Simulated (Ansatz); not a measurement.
MgTe:
```
CELL_PARAMETERS angstrom
      0.00000     3.25450     3.25450
      3.25450     0.00000     3.25450
      3.25450     3.25450     0.00000
ATOMIC_POSITIONS crystal
  Te 0.75000 0.75000 0.75000
  Mg 0.00000 0.00000 0.00000
```

PBE (plane waves, PAW; program Ansatz) gives a gap of 2.33 eV without spin–orbit coupling, maximum at Γ, minimum at Γ.

**Question.** What happens when spin–orbit coupling is switched on?

**Answer.** The gap shrinks by 0.26 eV, to 2.07 eV; maximum at Γ, minimum at Γ.

**Question.** How large is the spin–orbit splitting of the valence top at Γ?

**Answer.** The fourfold level lies 0.84 eV above the split-off pair.

**Question.** Give the electron effective mass with spin–orbit coupling.

**Answer.** 0.17 mₑ (isotropic).

**Question.** Give the hole effective mass with spin–orbit coupling, band 1 of 2 at the edge.

**Answer.** 0.85 along [100], 1.6 along [110], 2.1 along [111] (mₑ).

**Question.** Give the hole effective mass with spin–orbit coupling, band 2 of 2 at the edge.

**Answer.** 0.23 along [100], 0.21 along [110], 0.20 along [111] (mₑ).

Space group F-43m (zinc blende). The cell was relaxed with PBE under the symmetry of its start; phonons on a q-mesh show no instability.

Potentials: the later of the program's two PAW sets.
